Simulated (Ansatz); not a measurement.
Sr$_{3}$BiN:
```xyz
5
Lattice="5.1712 0.0000 0.0000 0.0000 5.1712 0.0000 0.0000 0.0000 5.1712" Properties=species:S:1:pos:R:3 pbc="T T T"
Sr     2.5856     2.5856     0.0000
Sr     0.0000     2.5856     2.5856
Sr     2.5856     0.0000     2.5856
Bi     0.0000     0.0000     0.0000
N      2.5856     2.5856     2.5856
```

The program Ansatz at the PBEsol level (PAW) gives a gap of 0.20 eV without spin–orbit coupling, maximum at Γ, minimum at Γ.

Question: What happens when spin–orbit coupling is switched on?

Answer: The gap closes at this level.

Space group Pm-3m (anti-perovskite). The first step of the workflow began from a Materials Project structure, measured or hypothetical; the Crystallography Open Database copy checked does not list it. Its standing as an ambient phase is unchecked. The cell was relaxed with PBEsol under the symmetry of its start; its stability against distortions is not shown here.

Potentials: the later of the program's two PAW sets.
